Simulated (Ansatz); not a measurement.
Al (fcc (Cu type), Fm-3m), a = b = c = 3.9818 Å, α = β = γ = 90.00°; the cell used has 1 atom.

Relaxed with DFT-PBE+D3(BJ) in the program Ansatz with PAW potentials. Indices refer to the conventional cell of Fm-3m, a = 3.9818 Å, b = 3.9818 Å, c = 3.9818 Å, α = 90.00°, β = 90.00°, γ = 90.00°.

Question: Simulate the powder diffraction pattern (Cu Kα, λ = 1.54184 Å; lines above 1 %) up to 2θ = 90°.

Answer: Simulated powder pattern, Cu Kα, λ = 1.54184 Å (kinematic, ideal powder, no thermal factors, no anomalous dispersion; the 30 strongest lines at most, above 1 %, up to 2θ = 90°):

```tsv
2θ (°)	d (Å)	I/Imax (%)	hkl
39.19	2.299	100	(111)
45.56	1.991	48	(200)
66.41	1.408	30	(220)
79.90	1.201	35	(311)
84.24	1.149	10	(222)
```

The PBE+D3(BJ) relaxation kept the symmetry of its start. The pairwise dispersion correction was not fitted to metals.

Potentials: the earlier of the program's two PAW sets.
